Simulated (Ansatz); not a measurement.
**Calculated with Ansatz: ZnGaSi, settings compared**

input.yaml:

```yaml
crystal:
  lattice:
    - [3.204043, 0.0, 0.0]
    - [0.0, 3.204043, 0.0]
    - [0.0, 0.0, 8.078818]
  atoms:
    - { symbol: Zn, position: [0.75, 0.75, 0.73063] }
    - { symbol: Zn, position: [0.25, 0.25, 0.26937] }
    - { symbol: Ga, position: [0.25, 0.25, 0.9146] }
    - { symbol: Ga, position: [0.75, 0.75, 0.0854] }
    - { symbol: Si, position: [0.75, 0.75, 0.4152] }
    - { symbol: Si, position: [0.25, 0.25, 0.5848] }
  symmetry: { tolerance: 0.0003 }
kpoints:
  mp_grid: { grid: [6, 6, 3], shift: [0, 0, 0] }
magnetization:
  spin_polarized: false
scf:
  occupations: { method: gaussian, width: 0.0208 }
hamiltonian:
  pseudopotentials: { kind: paw }
  xc: pbe
basis:
  ecutwfc: 420
output:
  forces: true
  stress: true
  eigenvalues: true
```

The command:

```bash
ansatz run input.yaml --threads 1 --pin off --max-ram 2560MiB --backend cpu --events-out ev --progress --plain --runs-dir out
```

Origin of the cell: a known structure type with other elements, at an estimated volume, so it need not be a known compound.

Output of this run (shortened):

```
Pseudopotentials: kind: paw
Pseudopotential: Zn, paw, valence charge 12, recommended cutoff 420 eV (normal), Zn.paw.azcp
Pseudopotential: Ga, paw, valence charge 13, recommended cutoff 420 eV (normal), Ga.paw.azcp
Pseudopotential: Si, paw, valence charge 4, recommended cutoff 420 eV (normal), Si.paw.azcp
Functional definition: PBE
  exchange = pbe_x(kappa = kappa, mu = beta*pi^2/3)
  correlation = pbe_c(beta = beta)
Crystal: 6 atoms, lattice volume = 82.936 Å³
Basis set: ecut = 420 eV, 1619 PW (Γ), exchange–correlation on 48×48×108 points (8 copies of the dense FFT grid, shifted against one another)
Bands: 35, of which v1, the nominal top of the filled ones, is band 29 counted from 1 (28 counted from 0)
Symmetry: 16 space group operations
Space group: P4/nmm (ITA 129), of the structure as read, at distance tolerance 1.3e-3 Å
[… 7 lines left out …]
Initial density: superposition of atomic densities (neutral atoms: chi_scale 0, normalization atom), corrected by the library's trained network
Functional: x = pbe(κ = 0.804, μ = 0.219515), c = pbe(β = 0.066725)
SCF iter   1: F=—  HF=-15472.994171 eV  Δρ=4.32e-3  dr2=4.17e-2
SCF iter   2: F=—  HF=-15472.989362 eV  Δρ=1.66e-3  dr2=2.13e-2  defer=26
SCF iter   3: F=—  HF=-15472.988236 eV  Δρ=1.12e-3  dr2=1.33e-3  defer=27
SCF iter   4: F=—  HF=-15472.988112 eV  Δρ=5.30e-4  dr2=1.75e-3  defer=27
SCF iter   5: F=—  HF=-15472.987940 eV  Δρ=2.45e-4  dr2=2.52e-4  defer=27
SCF iter   6: F=—  HF=-15472.987924 eV  Δρ=1.05e-4  dr2=1.47e-5  defer=27
SCF iter   7: F=—  HF=-15472.987919 eV  Δρ=6.35e-5  dr2=3.49e-6  defer=27
SCF iter   8: F=—  HF=-15472.987918 eV  Δρ=1.24e-5  dr2=4.01e-7  defer=27
SCF iter   9: F=—  HF=-15472.987918 eV  Δρ=4.39e-6  dr2=1.02e-7
SCF iter  10: F=-15472.987918 eV  HF=-15472.987918 eV  Δρ=6.75e-7  dr2=2.69e-10
SCF 1 converged in 10 iterations: F = -15472.987918 eV  dr2 = 2.69e-10
SCF converged after 10 iterations
Free energy (F): -15472.987918 eV
Harris-Foulkes:  -15472.987918 eV  (|F-HF|=5.46e-12)
Internal energy: -15472.985113 eV  (E = F + TS)
E sigma→0 (E₀):  -15472.986515 eV
Entropy (-TS):   -0.002806 eV (-0.468 meV/atom)
Fermi energy:    12.868243 eV
--- Per-component energies (eV) ---
  E_band       = 186.969511
  E_kinetic    = 586.562008
  E_local      = -7513.964216  (includes V_loc(G=0)·N_el)
  E_nonlocal   = 2117.329005
  E_hartree    = 3459.215266
  E_xc         = -533.105793
  E_vxc        = -326.522431  (∫ρ·V_xc dr)
  E_paw        = -8643.407149  (= ΣΔE_a)
  E_vpaw       = -1594.864481  (= ΣTr[D̂ρ^β])
  E_aug_tail   = -0.000872  (compensation charges beyond the density's cutoff)
  E_ewald      = -4945.613362
  E_smearing   = -0.002806  (= −TS)
  Σ components = -15472.987918   (vs F -15472.987918, Δ=0.00e0)
--- Forces (eV/Å), atoms counted from 1 ---
  atom   1  Zn     0.000000     0.000000     0.177000
  atom   2  Zn     0.000000     0.000000    -0.177000
  atom   3  Ga    -0.000000     0.000000    -0.093757
  atom   4  Ga     0.000000     0.000000     0.093757
  atom   5  Si    -0.000000     0.000000     1.031517
  atom   6  Si    -0.000000     0.000000    -1.031517
  max |Σ_I F_I| component: 1.73e-18 eV/Å
--- Stress (GPa, compression-positive) ---
       22.362841       0.000000       0.000000
        0.000000      22.362841       0.000000
        0.000000       0.000000      13.221819
  P = ⅓ Tr σ = 19.3158 GPa (193.158 kbar)
```

The same input was run again with these changes:

1. `scf.occupations.method` gaussian → methfessel_paxton; `scf.occupations.width` 0.0208 → 0.1
2. `basis.ecutwfc` 420 → "400 eV"
3. `scf.lower_state_search` default → "off"
4. `basis.ecutwfc` 420 → "700 eV"; `hamiltonian.xc` pbe → r2scan

| run | end | SCF iterations | P (GPa) | max force component (eV/Å) | moment (μB) | ΔE(σ→0) (meV/atom) |
| --- | --- | --- | --- | --- | --- | --- |
| base | converged | 10 | 19.32 | 1.032 | – | 0 |
| 1 | converged | 8 | 19.34 | 1.000 | – | -0.39 |
| 2 | converged | 10 | 19.33 | 1.032 | – | 0.65 |
| 3 | converged | 10 | 19.32 | 1.032 | – | 0.00 |
| 4 | converged | 10 | 15.07 | 1.161 | – | – |

Energies are compared only where functional, datasets, charge and starting cell are the same.

Caveats of the base run: the k mesh is coarse if the cell is a metal.

Run 2: the cutoff lies below the datasets' advice.

The base run took 5.9 s on 1 thread of Arm Neoverse V1 (shared host), peak memory 0.36 GiB, from the program's own first density.
